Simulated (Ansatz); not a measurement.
One crystal and one scan (energy against volume) at two levels, PBE (plane waves to 420 eV, PAW, scalar-relativistic; Ansatz, an electronic-structure program) and r2SCAN (plane waves to 500 eV, PAW, scalar-relativistic; Ansatz), each from its own relaxed cell and on its own mesh.

The crystal is BaTiO₃ (tetragonal-perovskite type, space group P4mm); the cell is scaled evenly about its relaxed volume V₀.

E stands for the smeared free energy. BaTiO3 is run without spin polarisation. BaTiO3 was relaxed with its symmetry unable to fall. With the shape held, the modulus is that of even scaling; a crystal free to change shape is softer. Both scans cover V/V₀ from 0.900 to 1.100.

```csv
quantity,run 1,run 2
Lattice constant a (Å),3.985,3.972
Lattice constant c (Å),4.201,4.113
Relaxed volume (Å³/atom),13.35,12.98
"Band gap of the relaxed cell, no spin-orbit coupling (eV)",1.84,2.23
Pressure at the smallest volume (GPa),17.4,20.1
Energy cost of the largest compression (meV/atom),64.9,72.8
Energy cost of the largest expansion (meV/atom),42.6,48.0
Bulk modulus at fixed cell shape B₀ (third-order Birch-Murnaghan fit) (GPa),124.9,144.4
Pressure for 5 % compression (fit) (GPa),7.3,8.5
```

Q: Which run is which level?

A: Run 1 is PBE, run 2 is r2SCAN. PBE gives the higher value for: lattice constant a; lattice constant c; relaxed volume. PBE gives the lower value for: band gap of the relaxed cell, no spin-orbit coupling; pressure at the smallest volume; energy cost of the largest compression; energy cost of the largest expansion; bulk modulus at fixed cell shape B₀; pressure for 5 % compression.

(Under strain, the slope of the energy per volume gives the stress and its curvature an elastic modulus.)
